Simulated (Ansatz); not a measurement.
This Ta₄W structure is the end of a relaxation. The cell was found from a structure generator's guess, not taken from experiment.

Method: Ansatz, DFT PBE, scalar-relativistic, plane waves, PAW. Cutoff 420 eV, Γ-centred mesh, Gaussian smearing, no spin polarisation.

```xyz
5
Lattice="2.3231 1.3412 4.7545 -2.3231 1.3412 4.7545 0.0000 -2.6824 4.7545" Properties=species:S:1:pos:R:3 pbc="T T T"
Ta    0.0000    0.0000   12.8018
Ta    0.0000    0.0000    1.4618
Ta    0.0000    0.0000    9.9219
Ta    0.0000    0.0000    4.3417
W     0.0000    0.0000    7.1318
```

Energies over the elements count from the elements' standard structures at the same level, with no fitted energy shifts.

Task: Find its symmetry and describe it.

Result: R-3m (No. 166), with Ta and W ordered on bcc sites. Conventional cell: a = 4.646 Å, c = 14.264 Å. Ta on its first site is surrounded by 3 W at 2.83 Å, 5 Ta at 2.88–2.92 Å and 6 Ta at 3.25–3.27 Å; Ta on its second site is surrounded by 1 W at 2.79 Å, 7 Ta at 2.81–2.88 Å, 3 Ta at 3.27 Å and 3 W at 3.32 Å; around W lie 8 Ta at 2.79–2.83 Å and 6 Ta at 3.32 Å.

Task: What is its formation energy per atom?

Result: −0.04 eV/atom. Whether it is stable depends on the other phases of the system, which aren't compared here.

Task: Is it a metal?

Result: Yes, bands cross the Fermi level on the 12×12×12 mesh.

The last run used a 12×12×12 mesh for its 5-atom cell and Gaussian smearing of 0.10 eV. These runs have no spin–orbit coupling, which can matter for Ta and W. A later test with randomly moved atoms came back to the same energy, though modes that don't fit the test's cell weren't probed.
